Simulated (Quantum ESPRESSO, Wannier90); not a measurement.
# SiRu (CsCl type): Wannier90 run

```
begin unit_cell_cart
ang
    2.9161200000    0.0000000000    0.0000000000
    0.0000000000    2.9161200000    0.0000000000
    0.0000000000    0.0000000000    2.9161200000
end unit_cell_cart
begin atoms_frac
Si   0.5000000000  0.5000000000  0.5000000000
Ru   0.0000000000  0.0000000000  0.0000000000
end atoms_frac
```

Cell from Materials Project (mp-381), symmetrised, no further relaxation. Not found in the COD (Crystallography Open Database) copy used; not checked further. Computed values, not measurements, from PBEsol: Quantum ESPRESSO (norm-conserving PseudoDojo potentials, cutoff 68 Ry, spinors with spin-orbit coupling) on a Γ-centred 8×8×8 mesh, then Wannier90. Density: 10×10×10 mesh, cold smearing 0.01 Ry.

A tight-binding model is made by disentanglement and projection with no localisation steps (num_iter = 0), so the 26 orbitals stay atom-like: hydrogen-like Si: s;p; Ru: s;p;d, axes along x, y, z; frozen window up to 1.50 eV relative to the Fermi level. It follows pw.x to 3.5 meV rms for states up to 1.0 eV relative to the Fermi level. Matrix elements depend on this choice of orbitals and windows.

The 30 largest hoppings ⟨m,0|H|n,R⟩ between different sites (one of each Hermitian pair; signs follow the real orbitals' lobes; the list may end inside a set of equal values):

```
m              n      R  distance of the centres (Å)  t (eV)  Im t (eV)
-------  -------  -----  ---------------------------  ------  ---------
Ru2 pz↑  Ru2 pz↑  0 0 1                         2.92   2.202      0.000
Ru2 pz↓  Ru2 pz↓  0 0 1                         2.92   2.202      0.000
Ru2 py↑  Ru2 py↑  0 1 0                         2.92   2.202      0.000
Ru2 py↓  Ru2 py↓  0 1 0                         2.92   2.202      0.000
Ru2 px↑  Ru2 px↑  1 0 0                         2.92   2.202      0.000
Ru2 px↓  Ru2 px↓  1 0 0                         2.92   2.202      0.000
Ru2 px↑   Si1 s↑  0 0 0                         2.53  -1.404     -0.009
Ru2 px↓   Si1 s↓  0 0 0                         2.53  -1.404      0.009
Ru2 py↑   Si1 s↑  0 0 0                         2.53  -1.404      0.009
Ru2 py↓   Si1 s↓  0 0 0                         2.53  -1.404     -0.009
Si1 s↑   Ru2 px↑  0 0 1                         2.53  -1.404      0.009
Si1 s↑   Ru2 py↑  0 0 1                         2.53  -1.404     -0.009
Si1 s↓   Ru2 px↓  0 0 1                         2.53  -1.404     -0.009
Si1 s↓   Ru2 py↓  0 0 1                         2.53  -1.404      0.009
Si1 s↑   Ru2 px↑  0 1 0                         2.53  -1.404     -0.009
Si1 s↑   Ru2 py↑  0 1 0                         2.53   1.404     -0.009
Si1 s↓   Ru2 px↓  0 1 0                         2.53  -1.404      0.009
Si1 s↓   Ru2 py↓  0 1 0                         2.53   1.404      0.009
Si1 s↑   Ru2 px↑  0 1 1                         2.53  -1.404     -0.009
Si1 s↑   Ru2 py↑  0 1 1                         2.53   1.404     -0.009
Si1 s↓   Ru2 px↓  0 1 1                         2.53  -1.404      0.009
Si1 s↓   Ru2 py↓  0 1 1                         2.53   1.404      0.009
Si1 s↑   Ru2 px↑  1 0 0                         2.53   1.404      0.009
Si1 s↑   Ru2 py↑  1 0 0                         2.53  -1.404      0.009
Si1 s↓   Ru2 px↓  1 0 0                         2.53   1.404     -0.009
Si1 s↓   Ru2 py↓  1 0 0                         2.53  -1.404     -0.009
Si1 s↑   Ru2 px↑  1 0 1                         2.53   1.404      0.009
Si1 s↑   Ru2 py↑  1 0 1                         2.53  -1.404      0.009
Si1 s↓   Ru2 px↓  1 0 1                         2.53   1.404     -0.009
Si1 s↓   Ru2 py↓  1 0 1                         2.53  -1.404     -0.009
```
